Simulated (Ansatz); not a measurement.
A crystal relaxed with r2SCAN in Ansatz 0.2.0 has space group I4/mmm (No. 139) and a = 4.800 Å, c = 9.270 Å.

```tsv
atom	site	x	y	z
Xx	4d	0.0000	0.5000	0.2500
N	4c	0.0000	0.5000	0.0000
Xx	2a	0.0000	0.0000	0.0000
N	4e	0.5000	0.5000	0.2271
Al	2b	0.5000	0.5000	0.0000
```

r2SCAN gives a direct gap of 0.84 eV at Γ. The HSE06 gap is direct at Γ: 1.47 eV. Meshes: r2SCAN 8×8×8, HSE06 4×4×4. r2SCAN's ε∞ is 8.3 in all directions.

**Question.** Which element is Xx?
A. La
B. Lu
C. Sc
D. Y

**Answer.** D. Xx is Y: Y₃AlN₄ as one 8-atom ordering (I4/mmm) on the rocksalt lattice. Y is surrounded by 6 N at 2.32–2.41 Å; N is surrounded by 4 Y at 2.32–2.40 Å and 2 Al at 2.40 Å; Y is surrounded by 6 N at 2.40–2.53 Å; N is surrounded by 1 Al at 2.11 Å and 5 Y at 2.41–2.53 Å; Al is surrounded by 6 N at 2.11–2.40 Å.

Note: simulated data, non-magnetic, for a generated structure that need not be the stable one.

Spin-orbit coupling is left out.

The meshes of the hybrids are coarse, so their gaps aren't converged to the digits shown.

For a response run the program warns that the ground state's bands aren't all converged, so ε∞ carries an extra error.
